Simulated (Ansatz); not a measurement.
LaWN3:
```cif
data_La6N18W6
_chemical_formula_sum 'La6 W6 N18'
_space_group_name_H-M_alt 'R3c :H'
_space_group_IT_number 161
_space_group_name_Hall 'R 3 -2"c'
_cell_length_a 5.64759
_cell_length_b 5.64759
_cell_length_c 13.72997
_cell_angle_alpha 90.000
_cell_angle_beta 90.000
_cell_angle_gamma 120.000
loop_
_atom_site_label
_atom_site_type_symbol
_atom_site_symmetry_multiplicity
_atom_site_Wyckoff_symbol
_atom_site_fract_x
_atom_site_fract_y
_atom_site_fract_z
_atom_site_occupancy
La1 La 6 a 0.00000 0.00000 0.03680 1
W1 W 6 a 0.00000 0.00000 0.28547 1
N1 N 18 b 0.00264 0.55275 0.05314 1
```
(The calculation used a cell of 10 atoms; values per cell refer to that cell.)

Relaxed with PBEsol.

Question: Which orbitals make up the states near the band edges in the program Ansatz at the PBEsol level (PAW)?

Answer: Top 1 eV of the valence band: N 2p 83 %, La 5d 6 %. Bottom 1 eV of the conduction band: W 5d 50 %, N 2p 29 %, La 5d 9 %, La 4f 7 %. Projections are on Löwdin-orthogonalised atomic valence shells; empty p or d shells of many metals are not among them.

Question: Tabulate the density of states.

Answer: States/eV per cell of 10 atoms, in 0.25 eV bins, energy from the valence-band maximum.

| E (eV) | total | N 2p | La 4f | W 5d |
|---|---|---|---|---|
| -7.85 | 0.00 | 0.00 | 0.00 | 0.00 |
| -7.60 | 0.00 | 0.00 | 0.00 | 0.00 |
| -7.35 | 0.00 | 0.00 | 0.00 | 0.00 |
| -7.10 | 0.00 | 0.00 | 0.00 | 0.00 |
| -6.85 | 0.00 | 0.00 | 0.00 | 0.00 |
| -6.60 | 0.00 | 0.00 | 0.00 | 0.00 |
| -6.35 | 0.07 | 0.05 | 0.00 | 0.00 |
| -6.10 | 1.61 | 1.02 | 0.01 | 0.27 |
| -5.85 | 6.73 | 3.83 | 0.03 | 1.89 |
| -5.60 | 5.27 | 2.85 | 0.02 | 1.70 |
| -5.35 | 6.11 | 3.24 | 0.03 | 2.05 |
| -5.10 | 5.22 | 2.78 | 0.03 | 1.72 |
| -4.85 | 5.22 | 2.82 | 0.03 | 1.62 |
| -4.60 | 6.59 | 3.52 | 0.03 | 2.07 |
| -4.35 | 8.28 | 4.33 | 0.04 | 2.67 |
| -4.10 | 8.67 | 4.65 | 0.05 | 2.66 |
| -3.85 | 8.88 | 5.00 | 0.07 | 2.42 |
| -3.60 | 7.48 | 4.46 | 0.07 | 1.74 |
| -3.35 | 6.54 | 4.17 | 0.08 | 1.16 |
| -3.10 | 3.83 | 2.56 | 0.06 | 0.60 |
| -2.85 | 3.69 | 2.49 | 0.08 | 0.51 |
| -2.60 | 4.00 | 2.75 | 0.09 | 0.46 |
| -2.35 | 3.60 | 2.52 | 0.08 | 0.42 |
| -2.10 | 4.60 | 3.20 | 0.11 | 0.64 |
| -1.85 | 5.94 | 4.22 | 0.19 | 0.78 |
| -1.60 | 4.92 | 3.72 | 0.16 | 0.43 |
| -1.35 | 7.65 | 6.05 | 0.23 | 0.46 |
| -1.10 | 8.97 | 7.21 | 0.29 | 0.46 |
| -0.85 | 6.85 | 5.60 | 0.20 | 0.32 |
| -0.60 | 5.64 | 4.72 | 0.14 | 0.20 |
| -0.35 | 6.32 | 5.33 | 0.18 | 0.15 |
| -0.10 | 1.35 | 1.16 | 0.04 | 0.02 |
| 0.15 | 0.00 | 0.00 | 0.00 | 0.00 |
| 0.40 | 0.00 | 0.00 | 0.00 | 0.00 |
| 0.65 | 0.00 | 0.00 | 0.00 | 0.00 |
| 0.90 | 0.01 | 0.00 | 0.00 | 0.01 |
| 1.15 | 1.40 | 0.47 | 0.08 | 0.69 |
| 1.40 | 3.53 | 1.09 | 0.21 | 1.81 |
| 1.65 | 3.86 | 1.10 | 0.27 | 1.94 |
| 1.90 | 4.12 | 1.11 | 0.36 | 1.99 |
| 2.15 | 4.11 | 1.02 | 0.45 | 1.97 |
| 2.40 | 4.42 | 0.98 | 0.59 | 2.04 |
| 2.65 | 4.47 | 0.95 | 0.76 | 1.98 |
| 2.90 | 5.53 | 1.15 | 1.25 | 2.29 |
| 3.15 | 12.02 | 2.01 | 4.02 | 3.97 |
| 3.40 | 7.89 | 0.88 | 4.35 | 1.58 |
| 3.65 | 23.59 | 0.62 | 20.81 | 0.80 |
| 3.90 | 47.52 | 1.14 | 43.06 | 1.61 |

The workflow started from a Materials Project entry (that database holds measured and hypothetical structures alike); the Crystallography Open Database copy checked does not list it. Whether it is the stable phase at ambient conditions was not checked. The PBEsol relaxation kept the symmetry of its start; phonons on a q-mesh show no instability. No spin polarisation was allowed. Spin–orbit coupling is left out wherever it is not named.

Potentials: the later of the program's two PAW sets.
